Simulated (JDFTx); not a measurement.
# Double layer at HfB2(1 0 -1 0)

| Quantity | Result |
|---|---|
| surface | HfB2(1 0 -1 0), B outermost, slab composition Hf2B6 |
| bulk | HfB2, P6/mmm, lattice of mp-1994 (not re-optimised) |
| slab | 8 atoms in 8 planes, 1x1, 5.8 Å between the outermost planes |
| in-plane cell | 3.133 × 3.479 Å, 10.90 Å² |
| cell height | 22.3 Å |
| sampling | 8×6×1 k mesh, Fermi smearing 0.01 Ha, no spin polarisation |

Whether this polymorph is the ambient one wasn't checked. Neither spin polarisation nor a larger cell was tried.

Level of theory: PBE, GBRV ultrasoft potentials, plane waves to 20/100 Ha; code: a modified build of JDFTx. Outer atoms relaxed in vacuum, keeping the start's symmetry. The same nuclei were then put into each liquid, at zero charge and at set potentials or charges. The surface is an ideal bare cut with both faces alike: no reconstruction, overlayer or explicit solvent molecules. U vs SHE = −μ/e − 4.44 V throughout (conventional absolute potential of the hydrogen electrode).

In vacuum the work function is 4.79 eV, which would put the uncharged electrode at 0.35 V vs SHE if the liquid did nothing. Each liquid moves the Fermi level of the neutral slab, now counted from the bulk liquid: linear PCM (GLSSA13), water, 0.5 M NaCl by 0.16 eV, to a potential of zero charge of 0.19 V; SaLSA, water, 0.5 M NaCl by 0.38 eV, to a potential of zero charge of -0.03 V; SCCS (g09 parameters), water, 0.5 M NaCl by 0.05 eV, to a potential of zero charge of 0.30 V. The models of water differ by 0.33 V among themselves.

Charging:

| liquid | U − U_pzc (V) | σ (μC/cm²) | σ/(U − U_pzc) (μF/cm²) | Δγ (mJ/m²) |
|---|---|---|---|---|
| linear PCM (GLSSA13), water | -0.69 | -9.2 | 13 | -33 |
| linear PCM (GLSSA13), water | -0.29 | -4.0 | 14 | -6 |
| linear PCM (GLSSA13), water | -0.29 | -4.0 | 14 | -6 |
| linear PCM (GLSSA13), water | 0.16 | 2.3 | 14 | -2 |
| linear PCM (GLSSA13), water | 0.71 | 10.8 | 15 | -37 |
| linear PCM (GLSSA13), water | 0.91 | 14.3 | 16 | -62 |
| SCCS (g09 parameters), water | -0.40 | -3.9 | 10 | -8 |
| SCCS (g09 parameters), water | -0.20 | -2.0 | 10 | -2 |

The mean capacitance runs from 10 to 16 μF/cm². Δγ, the grand free energy per area against the neutral surface, is negative throughout, since charging at a held potential lowers it. The cavity function reaches one half at 2.0 Å (linear PCM (GLSSA13), water), 2.6 Å (SaLSA, water), 2.1 Å (SCCS (g09 parameters), water) above the top atoms; the models define their cavities differently. No specific adsorption of ions or solvent is in these numbers.
